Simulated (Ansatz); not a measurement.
Ba4ZrO6, one structure, two calculations

Cell: a Materials Project structure (computed, not necessarily an observed phase), atoms as given.

Space group R-3c:H (No. 167); a = 10.5526, c = 13.0670 Å, γ = 120.00°.

```csv
site,Wyckoff,site symmetry,x,y,z
Ba1,18e,.2,0.6974,0.6667,0.4167
Ba4,6a,32,0.0000,0.0000,0.2500
Zr,6b,-3.,0.0000,0.0000,0.5000
O,36f,1,0.4877,0.6443,0.5699
```

One atom of each set is listed; the run and its k-mesh use a cell of 22 atoms with edges of 7.49, 7.49, 7.49 Å.

First run. The numbers come from a DFT calculation in Ansatz (PBE, plane waves and PAW, scalar-relativistic, 420 eV cutoff, Γ-centred 3×3×3 k-points, Fermi–Dirac smearing 0.02 eV).

| site | V_zz (10²¹ V/m²) | η |
| --- | --- | --- |
| Ba1 | -12.42 | 0.24 |
| Ba4 | -33.9 | 0.00 |
| Zr | -0.44 | 0.00 |
| O | -0.95 | 0.97 |

Second run. The same atoms and settings, except that spin–orbit coupling is included (fully relativistic PAW files).

Task: Given the first result, estimate the second.

Result: 

```
site    V_zz     η  change of V_zz
 Ba1  -12.45  0.24           -0.03
 Ba4   -34.0  0.00           -0.08
  Zr   -0.44  0.00            0.00
   O   -0.94  0.97           +0.01
```

The largest change of V_zz is on Ba4, from -33.9 to -34.0.
